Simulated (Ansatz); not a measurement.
A geometry of P away from equilibrium: step 2 of the relaxation of a relaxed P cell displaced along its unstable phonon at q = (½, ½, ½) of its primitive reciprocal cell (112i cm⁻¹), largest move 0.15 Å. The numbers are results of PBEsol (plane waves to 420 eV, PAW, scalar-relativistic; Ansatz, a program for electronic structure), not measurements. Γ-centred k-mesh 13×13×13 on the run's cell (coarser than for final values), Fermi–Dirac smearing 0.05 eV. The plane waves were selected for a different cell earlier on the path.

```
CELL_PARAMETERS angstrom
      4.89214     0.00000     0.00000
      2.44607     2.44607     0.00000
      2.44607     0.00000     2.43322
ATOMIC_POSITIONS crystal
  P  0.72454 0.50000 0.55091
  P  0.27546 0.50000 0.44909
```

### Question
Give the Cartesian forces on all atoms (eV/Å).

### Answer
```json
[
 {"atom": "P1", "Fx": "0.00", "Fy": "0.00", "Fz": "-0.65"},
 {"atom": "P2", "Fx": "0.00", "Fy": "0.00", "Fz": "0.65"}
]
```

The path ends in I4/mmm (No. 139). No spin polarisation in the result.

The run could not lose the symmetry of its start: the end is stationary, and may be a saddle point rather than a minimum.

The end of the path is a generated cell of P: the first start was made by placing the elements on the sites of a structure type, and the end was not matched to a known phase here, so it may be hypothetical. Known forms of P include space group No. 64.
